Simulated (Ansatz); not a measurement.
Cu₃Au (Cu3Au type)

```xyz
4
Lattice="3.7805 0.0000 0.0000 0.0000 3.7805 0.0000 0.0000 0.0000 3.7805" Properties=species:S:1:pos:R:3 pbc="T T T"
Cu     0.0000     1.8903     1.8903
Cu     1.8903     0.0000     1.8903
Cu     1.8903     1.8903     0.0000
Au     0.0000     0.0000     0.0000
```

Equation-of-state scan: isotropic scaling of the cell above, V₀ being its volume. Symmetry pins the atoms to their sites.

The numbers are results of PBE (plane waves to 420 eV, PAW, scalar-relativistic; Ansatz, a quantum-chemistry and plane-wave program), not measurements. k mesh 12×12×12 (Γ-centred), Fermi-Dirac smearing 0.05 eV. The energy includes the smearing's −TS. Stress and pressure are positive under compression. Cu3Au is run without spin polarisation. Cu3Au was relaxed with its symmetry unable to fall. Spin-orbit coupling is left out, though Au is heavy. ΔE is measured from the relaxed starting cell. The last digit holds for this mesh only.

| V (Å³/atom) | ΔE (meV/atom) |
|---|---|
| 12.157 | 74.6 |
| 12.382 | 49.8 |
| 12.607 | 30.7 |
| 12.833 | 16.7 |
| 13.058 | 7.1 |
| 13.283 | 1.7 |
| 13.508 | 0.0 |
| 13.733 | 1.6 |
| 13.958 | withheld |
| 14.183 | 13.5 |
| 14.409 | 23.3 |
| 14.634 | 35.2 |
| 14.859 | 49.0 |

**Question.** Fit a third-order Birch-Murnaghan form (E₀, V₀, B₀, B₀′ free) to the given rows and predict ΔE at V = 13.958.

**Answer.** Least squares on the 12 given rows: ΔE = E₀ + (9V₀B₀/16)·y²·[2 + (B₀′ − 4)y], y = (V₀/V)^(2/3) − 1, with V₀ = 13.507 Å³/atom, B₀ = 141.9 GPa (160.2 GPa = 1 eV/Å³; the term in eV is multiplied by 1000), B₀′ = 5.30, E₀ = 0.01 meV/atom; root-mean-square residual 0.04 meV/atom. At 13.958 the fit gives 6.2 meV/atom; the calculation gives 6.2 meV/atom, the same to the digits shown. For the pressure the fit gives -4.3 GPa against the computed -4.3 GPa.

(A scan under strain: stresses follow from slopes of the energy per volume, elastic moduli from its curvatures.)
